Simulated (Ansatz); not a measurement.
Geometry optimisation in Ansatz: input, command and trajectory.

```yaml
crystal:
  lattice:
    - [4.3385822871, 0.0, 0.0]
    - [-2.1692911436, 3.7573224771, 0.0]
    - [0.0, 0.0, 5.4550333104]
  atoms:
    - { symbol: Zn, position: [0.0, 0.0, 0.0] }
    - { symbol: Zn, position: [0.0, 0.0, 0.5] }
    - { symbol: Mo, position: [0.3333333333, 0.6666666667, 0.25] }
    - { symbol: Mo, position: [0.6666666667, 0.3333333333, 0.75] }
    - { symbol: P, position: [0.3333333333, 0.6666666667, 0.75] }
    - { symbol: P, position: [0.6666666667, 0.3333333333, 0.25] }
basis:
  ecutwfc: 420
kpoints:
  mp_grid: { grid: [6, 6, 4] }
hamiltonian:
  xc: pbe
scf:
  occupations: { method: gaussian, width: 0.1 }
  lower_state_search: "off"
output:
  forces: true
  stress: true
  eigenvalues: true
relax:
  adjacent_minimum: "off"
  f_tol: 0.04
  max_steps: 70
  cell: { stress_tol: 0.4 }
```

```bash
ansatz run input.yaml --threads 1 --pin off --max-ram 2560MiB --backend cpu --events-out ev --progress --plain --runs-dir out
```

Method: DFT PBE, scalar-relativistic, plane waves, PAW in Ansatz 0.2.0.

Of 5 frames 5 are shown, positions in Å and forces in eV/Å; the SCF threshold varies from step to step. Steps run on the plane waves of an earlier cell, with a Pulay correction in the pressure. The basis is chosen afresh for the last frame, the zero of the energies, and at times for earlier ones too; energy and pressure can step there, also at an unchanged geometry. Where two frames share a geometry here, they differ by under 2 meV/atom and 0.3 GPa.

```xyz
6
Lattice="4.3386 0.0000 0.0000 -2.1693 3.7573 0.0000 0.0000 0.0000 5.4550" Properties=species:S:1:pos:R:3:forces:R:3 pbc="T T T" step=1 free_energy_over_end_meV_per_atom=35.82 pressure_GPa=-5.61
Zn    0.0000    0.0000    0.0000    0.0000    0.0000    0.0000
Zn    0.0000    0.0000    2.7275    0.0000    0.0000    0.0000
Mo    0.0000    2.5049    1.3638    0.0000    0.0000    0.0000
Mo    2.1693    1.2524    4.0913    0.0000    0.0000    0.0000
P     0.0000    2.5049    4.0913    0.0000    0.0000    0.0000
P     2.1693    1.2524    1.3638    0.0000    0.0000    0.0000
6
Lattice="4.3058 0.0000 0.0000 -2.1529 3.7289 0.0000 0.0000 0.0000 5.2193" Properties=species:S:1:pos:R:3:forces:R:3 pbc="T T T" step=2 free_energy_over_end_meV_per_atom=12.43 pressure_GPa=2.66
Zn    0.0000    0.0000    0.0000    0.0000    0.0000    0.0000
Zn    0.0000    0.0000    2.6096    0.0000    0.0000    0.0000
Mo    0.0000    2.4859    1.3048    0.0000    0.0000    0.0000
Mo    2.1529    1.2430    3.9145    0.0000    0.0000    0.0000
P     0.0000    2.4859    3.9145    0.0000    0.0000    0.0000
P     2.1529    1.2430    1.3048    0.0000    0.0000    0.0000
6
Lattice="4.3569 0.0000 0.0000 -2.1785 3.7732 0.0000 0.0000 0.0000 5.0815" Properties=species:S:1:pos:R:3:forces:R:3 pbc="T T T" step=3 free_energy_over_end_meV_per_atom=2.59 pressure_GPa=2.89
Zn    0.0000    0.0000    0.0000    0.0000    0.0000    0.0000
Zn    0.0000    0.0000    2.5407    0.0000    0.0000    0.0000
Mo    0.0000    2.5155    1.2704    0.0000    0.0000    0.0000
Mo    2.1785    1.2577    3.8111    0.0000    0.0000    0.0000
P     0.0000    2.5155    3.8111    0.0000    0.0000    0.0000
P     2.1785    1.2577    1.2704    0.0000    0.0000    0.0000
6
Lattice="4.4056 0.0000 0.0000 -2.2028 3.8154 0.0000 0.0000 0.0000 5.0623" Properties=species:S:1:pos:R:3:forces:R:3 pbc="T T T" step=4 free_energy_over_end_meV_per_atom=-0.22 pressure_GPa=-0.11
Zn    0.0000    0.0000    0.0000    0.0000    0.0000    0.0000
Zn    0.0000    0.0000    2.5311    0.0000    0.0000    0.0000
Mo    0.0000    2.5436    1.2656    0.0000    0.0000    0.0000
Mo    2.2028    1.2718    3.7967    0.0000    0.0000    0.0000
P     0.0000    2.5436    3.7967    0.0000    0.0000    0.0000
P     2.2028    1.2718    1.2656    0.0000    0.0000    0.0000
6
Lattice="4.4056 0.0000 0.0000 -2.2028 3.8154 0.0000 0.0000 0.0000 5.0623" Properties=species:S:1:pos:R:3:forces:R:3 pbc="T T T" step=5 free_energy_over_end_meV_per_atom=0.00 pressure_GPa=-0.11
Zn    0.0000    0.0000    0.0000    0.0000    0.0000    0.0000
Zn    0.0000    0.0000    2.5311    0.0000    0.0000    0.0000
Mo    0.0000    2.5436    1.2656    0.0000    0.0000    0.0000
Mo    2.2028    1.2718    3.7967    0.0000    0.0000    0.0000
P     0.0000    2.5436    3.7967    0.0000    0.0000    0.0000
P     2.2028    1.2718    1.2656    0.0000    0.0000    0.0000
```

The start puts this composition into another compound's structure type, which needn't suit it. At the end the space group is P6_3/mmc (tolerance 0.05 Å).

The run took 25 s on 1 thread of Arm Neoverse V1, on a shared host, peak memory 0.39 GiB.

The k mesh is coarse.